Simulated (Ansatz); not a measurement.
Input and command of a plane-wave DFT calculation in Ansatz:

```yaml
crystal:
  lattice:
    - [0.0, 2.409979625, 2.71547]
    - [2.71547, 0.0, 2.71547]
    - [2.71547, 2.409979625, 0.0]
  atoms:
    - { symbol: Si, position: [0.5, 0.5, 0.5] }
    - { symbol: Si, position: [0.75, 0.75, 0.75] }
basis:
  ecutwfc: 500
kpoints:
  mp_grid: { grid: [10, 10, 10] }
hamiltonian:
  xc: r2scan
scf:
  occupations: { method: gaussian, width: 0.05 }
output:
  forces: true
  stress: true
  eigenvalues: true
```

```bash
ansatz run input.yaml --threads 1 --pin off --max-ram 2560MiB --backend cpu --events-out ev --progress --plain --runs-dir out
```

Processor: Intel(R) Xeon(R) 6975P-C (Granite Rapids), 1 thread, on a host shared with other jobs.

**Question.** How long does it run, and how much memory does it take?

**Answer.** About 2.3 s on 1 thread of Intel(R) Xeon(R) 6975P-C (Granite Rapids), on a shared host, peak memory 0.43 GiB. It solves 8 bands at 102 k points (the mesh reduced by the symmetry that the task leaves, which can be less than the crystal's) with about 901 plane waves, in 6 SCF iterations.
